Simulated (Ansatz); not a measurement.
# Data sheet: GaAs (DFT)

GaAs:
```yaml
crystal:
  lattice:
    - [3.70560, 0.00000, 0.00000]
    - [-1.85280, 3.20914, 0.00000]
    - [0.00000, 0.00000, 6.33898]
  atoms:
    - { symbol: Ga, position: [0.00000, 0.00000, 0.00000] }
    - { symbol: Ga, position: [0.00000, 0.00000, 0.50000] }
    - { symbol: As, position: [0.33333, 0.66667, 0.25000] }
    - { symbol: As, position: [0.66667, 0.33333, 0.75000] }
```

Space group P6_3/mmc (No. 194), NiAs type; conventional cell a = b = 3.706 Å, c = 6.339 Å, α = β = 90.00°, γ = 120.00°.

Method: PBEsol (plane waves, PAW; program Ansatz). Structure relaxed to zero pressure with the same functional. Other levels are named where they apply.

**Cell and energy**

- Volume per atom: 18.85 Å³
- Density: 6.37 g/cm³
- Formation energy from the elements (no fitted shifts): -0.019 eV/atom

**Electronic structure**

- Electronic character = metallic (no gap)
- Density of states at the Fermi level = 0.39 states/eV per atom (mean over ±0.08 eV)

**Mechanics**

- Bulk modulus (Birch–Murnaghan fit) = 79.0 GPa
- Pressure derivative B′ = 4.7
- Elastic constants (relaxed ions, GPa) = C11 = 104, C12 = 62.9, C13 = 63.2, C33 = 130, C44 = 28.7
- Mechanical stability = stable (all eigenvalues of C positive)
- Hill bulk and shear moduli = 79.1 and 25.0 GPa
- Young's modulus = 67.9 GPa
- Poisson's ratio = 0.36
- Debye temperature from the elastic constants = 249 K

**Phonons**

* **Highest zone-centre frequency**: 163 cm⁻¹
* **Zone-centre stability**: no imaginary mode at Γ

The start of the workflow was typed in or built on a structure type; neither database checked (COD, Materials Project) lists it. It is not the phase usual at ambient conditions (space group No. 216). The PBEsol relaxation kept the symmetry of its start. As this level gives no gap, shear constants depend on the k-mesh and smearing (Fermi–Dirac, 0.1 eV here). As this level gives no gap, phonon frequencies hold no LO–TO term and depend on the k-mesh and smearing (Fermi–Dirac, 0.1 eV here). The references are the lowest solids computed at this level, not always the standard phases. Spin–orbit coupling is left out wherever it is not named.

Potentials: the later of the program's two PAW sets.
